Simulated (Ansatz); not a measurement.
Relaxed-ion elastic tensor of WS$_{2}$ in space group P6_3/mmc (No. 194; W on 2d, S on 4f) in GPa (Voigt order), PBE+D3(BJ) in the plane-wave PAW code Ansatz; density 7.87 g/cm³, 17.43 Å³ per atom.

```
 253  53.0  10.4   0.0   0.0   0.0
53.0   253  10.4   0.0   0.0   0.0
10.4  10.4  65.2   0.0   0.0   0.0
 0.0   0.0   0.0  21.4   0.0   0.0
 0.0   0.0   0.0   0.0  21.4   0.0
 0.0   0.0   0.0   0.0   0.0  99.8
```

### Question
Is the crystal mechanically stable?

### Answer
Yes: the smallest eigenvalue of C is 21.4 GPa.

### Question
Work out the Voigt, Reuss and Hill averages.

### Answer
K_V = 79.8, K_R = 50.0, K_H = 64.9; G_V = 61.7, G_R = 36.3, G_H = 49.0 GPa.

### Question
Give Young's modulus, Poisson's ratio, Pugh's ratio and the universal anisotropy index.

### Answer
E = 9KG/(3K + G) = 117 GPa; ν = 0.20; K/G = 1.32 (brittle by the Pugh limit of 1.75); A_U = 5G_V/G_R + K_V/K_R − 6 = 4.08.

### Question
Estimate the sound speeds and the Debye temperature.

### Answer
v_l = √((K + 4G/3)/ρ) = 4070 m/s, v_t = √(G/ρ) = 2490 m/s, mean 2750 m/s; Θ = (h/k)(3n/4πV)^(1/3) v_m = 316 K.

### Question
How much does each axis shrink under pressure?

### Answer
Linear compressibilities β_i = Σ_j S_ij (j = 1 to 3): x 2.8, y 2.8, z 14 per TPa.

The cell was relaxed with PBE+D3(BJ) under the symmetry of its start; phonons on a q-mesh show no instability. The run is not spin-polarised. Scalar-relativistic: spin–orbit coupling is off unless named, which matters more the heavier the elements.

Potentials: the later of the program's two PAW sets.
